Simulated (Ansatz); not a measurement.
# RbSn2Au4: relaxation (Ansatz)

The input file (Ansatz 0.2.0, plane waves):

```yaml
crystal:
  lattice:
    - [-4.38096, 4.38096, 4.102628]
    - [4.38096, -4.38096, 4.102628]
    - [4.38096, 4.38096, -4.102628]
  atoms:
    - { symbol: Au, position: [0.98644, 0.48644, 0.80394] }
    - { symbol: Au, position: [0.48644, 0.6825, 0.5] }
    - { symbol: Au, position: [0.6825, 0.1825, 0.19606] }
    - { symbol: Au, position: [0.1825, 0.98644, 0.5] }
    - { symbol: Au, position: [0.51356, 0.3175, 0.5] }
    - { symbol: Au, position: [0.01356, 0.51356, 0.19606] }
    - { symbol: Au, position: [0.8175, 0.01356, 0.5] }
    - { symbol: Au, position: [0.3175, 0.8175, 0.80394] }
    - { symbol: Sn, position: [0.641, 0.141, 0.782] }
    - { symbol: Sn, position: [0.141, 0.359, 0.5] }
    - { symbol: Sn, position: [0.359, 0.859, 0.218] }
    - { symbol: Sn, position: [0.859, 0.641, 0.5] }
    - { symbol: Rb, position: [0.25, 0.25, 0.0] }
    - { symbol: Rb, position: [0.75, 0.75, 0.0] }
  symmetry: { tolerance: 0.0003 }
kpoints:
  mp_grid: { grid: [5, 5, 5], shift: [0, 0, 0] }
magnetization:
  spin_polarized: false
scf:
  occupations: { method: fermi_dirac }
  lower_state_search: "off"
hamiltonian:
  pseudopotentials: { kind: paw }
  xc: r2scan
basis:
  ecutwfc: 500
  fft_grid_basis: typed
relax:
  max_steps: 80
output:
  forces: true
  stress: true
  eigenvalues: true
  bader: true
  populations: true
  elf: true
  write_potential: true
  volumetric_format: npy
  dos:
    e_range: [-12, 8]
    de: 0.05
    projected: { site_lists: { Au: [Au], Rb: [Rb], Sn: [Sn] } }
checkpoint:
  read: saved_state
```

Launch command:

```bash
ansatz run input.yaml --threads 2 --pin off --max-ram 3584MiB --backend cpu --events-out ev --progress --plain --runs-dir out
```

Origin of the cell: a known structure type with other elements, at an estimated volume, so it need not be a known compound.

The smearing width isn't typed, so it takes its default of 0.1 eV.

The saved state is a converged single point of the same cell.

Steps:

| step | ΔF (meV/atom) | max force component (eV/Å) | SCF iterations | step was |
| --- | --- | --- | --- | --- |
| 1 | 0.0 | 0.100 | 7 | accepted |
| 2 | -1.7 | 0.042 | 8 | accepted |
| 3 | -1.7 | 0.026 | 6 | accepted |
| 4 | -1.8 | 0.001 | 6 | accepted |
| 5 | -1.8 | 0.001 | 2 | accepted |

The starting structure.

Space group I4/mcm (No. 140); the run's cell has a = 7.431 Å, b = 7.431 Å, c = 7.431 Å, α = 107.75°, β = 107.75°, γ = 112.98°. Shortest distances: Au–Au 2.72 Å, Au–Sn 2.75 Å, Au–Rb 3.40 Å, Sn–Sn 3.49 Å.

The relaxed structure.

Space group I4/mcm (No. 140); the run's cell has a = 7.431 Å, b = 7.431 Å, c = 7.431 Å, α = 107.75°, β = 107.75°, γ = 112.98°. Shortest distances: Au–Au 2.72 Å, Au–Sn 2.74 Å, Au–Rb 3.41 Å.

```yaml
crystal:
  lattice:
    - [-4.38096, 4.38096, 4.10263]
    - [4.38096, -4.38096, 4.10263]
    - [4.38096, 4.38096, -4.10263]
  atoms:
    - { symbol: Au, position: [0.98381, 0.48381, 0.79903] }
    - { symbol: Au, position: [0.48381, 0.68478, 0.50000] }
    - { symbol: Au, position: [0.68478, 0.18478, 0.20097] }
    - { symbol: Au, position: [0.18478, 0.98381, 0.50000] }
    - { symbol: Au, position: [0.51619, 0.31522, 0.50000] }
    - { symbol: Au, position: [0.01619, 0.51619, 0.20097] }
    - { symbol: Au, position: [0.81522, 0.01619, 0.50000] }
    - { symbol: Au, position: [0.31522, 0.81522, 0.79903] }
    - { symbol: Sn, position: [0.64552, 0.14552, 0.79103] }
    - { symbol: Sn, position: [0.14552, 0.35448, 0.50000] }
    - { symbol: Sn, position: [0.35448, 0.85448, 0.20897] }
    - { symbol: Sn, position: [0.85448, 0.64552, 0.50000] }
    - { symbol: Rb, position: [0.25000, 0.25000, 0.00000] }
    - { symbol: Rb, position: [0.75000, 0.75000, 0.00000] }
```

```yaml
Free_energy_lowered_by: 1.8 meV/atom
Final_pressure: 5.21 GPa
Relaxation_steps_listed: 5
```

Caveats: no spin-orbit coupling, though heavy elements are present; the SCF threshold is looser than advised for a stress; the relaxation held the start's symmetry, so the end may be a saddle point.

The run took 11 min on 2 threads of Arm Neoverse N1, on a shared host, peak memory 2.3 GiB, from a saved density.
